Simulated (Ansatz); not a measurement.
Before relaxation, 1 BCl3 a cell, tilted, over a bridge Ti-Ti site (TiC, Fm-3m (No. 225), (1 1 1) face):

```yaml
crystal:
  lattice:
    - [6.06863, 0.00000, 0.00000]
    - [-3.03432, 5.25559, 0.00000]
    - [0.00000, 0.00000, 27.14367]
  atoms:
    - { symbol: C, position: [0.16667, 0.33333, 0.29473] }
    - { symbol: C, position: [0.16667, 0.83333, 0.29473] }
    - { symbol: C, position: [0.66667, 0.33333, 0.29473] }
    - { symbol: C, position: [0.66667, 0.83333, 0.29473] }
    - { symbol: Ti, position: [0.33333, 0.16667, 0.34036] }
    - { symbol: Ti, position: [0.33333, 0.66667, 0.34036] }
    - { symbol: Ti, position: [0.83333, 0.16667, 0.34036] }
    - { symbol: Ti, position: [0.83333, 0.66667, 0.34036] }
    - { symbol: C, position: [0.50000, 0.50000, 0.38600] }
    - { symbol: C, position: [0.50000, 0.00000, 0.38600] }
    - { symbol: C, position: [0.00000, 0.50000, 0.38600] }
    - { symbol: C, position: [0.00000, 0.00000, 0.38600] }
    - { symbol: Ti, position: [0.66667, 0.33333, 0.43098] }
    - { symbol: Ti, position: [0.66667, 0.83333, 0.43098] }
    - { symbol: Ti, position: [0.16667, 0.33333, 0.43098] }
    - { symbol: Ti, position: [0.16667, 0.83333, 0.43098] }
    - { symbol: C, position: [0.83333, 0.66667, 0.48052] }
    - { symbol: C, position: [0.83333, 0.16667, 0.48052] }
    - { symbol: C, position: [0.33333, 0.66667, 0.48052] }
    - { symbol: C, position: [0.33333, 0.16667, 0.48052] }
    - { symbol: Ti, position: [0.00000, 0.50000, 0.51919] }
    - { symbol: Ti, position: [0.00000, 0.00000, 0.51919] }
    - { symbol: Ti, position: [0.50000, 0.50000, 0.51919] }
    - { symbol: Ti, position: [0.50000, 0.00000, 0.51919] }
    - { symbol: B, position: [0.38064, 0.54153, 0.67029] }
    - { symbol: Cl, position: [0.51448, 0.64312, 0.72881] }
    - { symbol: Cl, position: [0.50000, 0.75000, 0.62013] }
    - { symbol: Cl, position: [0.12739, 0.23144, 0.66192] }
```

The calculation used DFT PBE+D3(BJ), scalar-relativistic, plane waves, PAW (Ansatz 0.2.0). Plane waves to 420 eV, a k mesh through Γ of 4×4×1 on the computed 28-atom cell and Gaussian smearing (0.10 eV); no spin polarisation. The cell repeats along c with a dipole correction in the vacuum.

Atoms 1, 2, 3, 4, 5, 6, 7, 8, 9, 10, 11, 12 (counted from 1) are held. The cell is fixed. Force threshold 0.04 eV/Å.

```tsv
step	E − E_final (eV)	largest force (eV/Å)
1	5.033	0.578
2	5.081	0.938
3	5.003	0.698
4	4.959	0.657
5	4.904	0.592
6	4.862	0.690
7	4.801	0.422
8	4.754	0.142
9	4.712	0.214
10	4.667	0.287
11	4.591	0.390
12	4.487	0.496
13	4.312	0.659
14	4.055	0.838
15	3.744	1.015
16	3.358	1.098
17	2.918	1.067
18	2.490	0.852
19	2.083	0.626
20	1.755	0.549
21	1.462	0.508
22	1.095	0.785
23	0.704	0.769
24	0.399	0.516
25	0.155	0.324
26	0.029	0.163
27	0.002	0.057
28	0.000	0.021
```

**Question.** What is the final structure?

**Answer.**
```
CELL_PARAMETERS angstrom
6.06863 0.00000 0.00000
-3.03432 5.25559 0.00000
0.00000 0.00000 27.14367
ATOMIC_POSITIONS crystal
C 0.16667 0.33333 0.29473
C 0.16667 0.83333 0.29473
C 0.66667 0.33333 0.29473
C 0.66667 0.83333 0.29473
Ti 0.33333 0.16667 0.34036
Ti 0.33333 0.66667 0.34036
Ti 0.83333 0.16667 0.34036
Ti 0.83333 0.66667 0.34036
C 0.50000 0.50000 0.38600
C 0.50000 0.00000 0.38600
C 0.00000 0.50000 0.38600
C 0.00000 0.00000 0.38600
Ti 0.66633 0.33364 0.43137
Ti 0.66835 0.83357 0.43152
Ti 0.16656 0.33175 0.43148
Ti 0.16593 0.83409 0.43116
C 0.83255 0.66708 0.47905
C 0.83411 0.16689 0.47918
C 0.33486 0.66492 0.48039
C 0.33303 0.16692 0.47886
Ti 0.00043 0.50213 0.51956
Ti 0.00206 0.99943 0.52095
Ti 0.50206 0.49648 0.52049
Ti 0.49914 0.00008 0.51953
B 0.16552 0.84462 0.57862
Cl 0.16622 0.83980 0.64266
Cl 0.65944 0.83988 0.58411
Cl 0.15656 0.34226 0.58436
```

The end is the local minimum or symmetric point that this start leads to. The slab is only 6.2 Å thick, so the energy isn't converged with thickness.